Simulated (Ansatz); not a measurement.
## SiGe5: rattling a relaxed structure

It was reached by relaxing an invented guess, and it needn't be the stable form of this composition.

Method: DFT PBE, scalar-relativistic, plane waves, PAW (Ansatz 0.2.0). Cutoff 420 eV; k points 12×12×12 on the computed 6-atom cell (Γ-centred); Gaussian smearing, width 0.01 eV; no spin polarisation.

The cell below (6 atoms, space group Imm2 (No. 44)) is relaxed within its symmetry.

```
Si Ge
1.0
    -2.01647    6.04874    2.85251
     2.01647   -6.04874    2.85251
     2.01647    6.04874   -2.85251
Si Ge
1 5
Cartesian
  0.0000 0.0000 5.7049
  2.0165 2.0093 2.8525
  2.0165 4.0676 -1.4503
  2.0165 -2.0093 2.8525
  0.0000 1.9811 1.4022
  0.0000 6.0487 1.4746
```

For the test a repeat of it with 12 atoms (edges 5.71, 6.99, 8.07 Å) was strained at random (σ = 1.5 % a component), the atoms were moved at random (σ = 0.05 Å), and all was relaxed again on a coarse 4×4×4 mesh (in the run’s order of axes) with 0.20 eV smearing, with no symmetry imposed.

Q: Does it come back?

A: It returns, within 1 meV/atom of the unmoved cell on that mesh and with the same symmetry when read at 0.1 Å. No instability shows in this cell; modes of other wave vectors, which need another repeat, aren't tested.
